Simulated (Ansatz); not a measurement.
AlPt:
```
CELL_PARAMETERS angstrom
      0.00000     2.54732     2.54732
      2.54732     0.00000     2.54732
      2.54732     2.54732     0.00000
ATOMIC_POSITIONS crystal
  Pt 0.00000 0.00000 0.00000
  Al 0.50000 0.50000 0.50000
```

Relaxed with r²SCAN.

Problem. Map the valence electron density (e/Å³), cut off at 3 on the plane through (0.000, 0.000, 0.000) spanned by u = [1, 0, 0] and v = [0, 1, -1] in lattice vectors, from the program Ansatz at the r²SCAN level (PAW).

Solution. x is the fraction of u, y of v (the angle between them is 90°; rows are the nearest grid lines); atoms in the plane: Pt at (0.00, 0.00), Al at (0.50, 0.50).
```
|9999721000001279999|
|9999621000001269999|
|9999421000001249999|
|9995210000000125999|
|7642110000000112467|
|2221100000000011222|
|1110000000000000111|
|0000000000000000000|
|0000000000000000000|
|0000000000000000000|
|0000000000000000000|
|0000000000000000000|
|1110000000000000111|
|2221100000000011222|
|7642110000000112467|
|9995210000000125999|
|9999421000001249999|
|9999621000001269999|
|9999721000001279999|
```
Scale: ten equal steps from 0.046 (start of '0') to 3.00 (end of '9'), in the order '0123456789'; x runs from 0.000 to 1.00, y from 0.000 (bottom) to 1.00 (top).

The density is the valence pseudo-density with augmentation charge, so density and ELF within about 1 Å of a nucleus are not all-electron values.

Space group Fm-3m (rock salt). The start of the workflow was typed in or built on a structure type; neither database checked (COD, Materials Project) lists it. Its standing as an ambient phase is unchecked. Symmetry was held in the r²SCAN relaxation; its stability against distortions is not shown here. No spin polarisation was allowed. Spin–orbit coupling is left out wherever it is not named.

Potentials: the earlier of the program's two PAW sets.
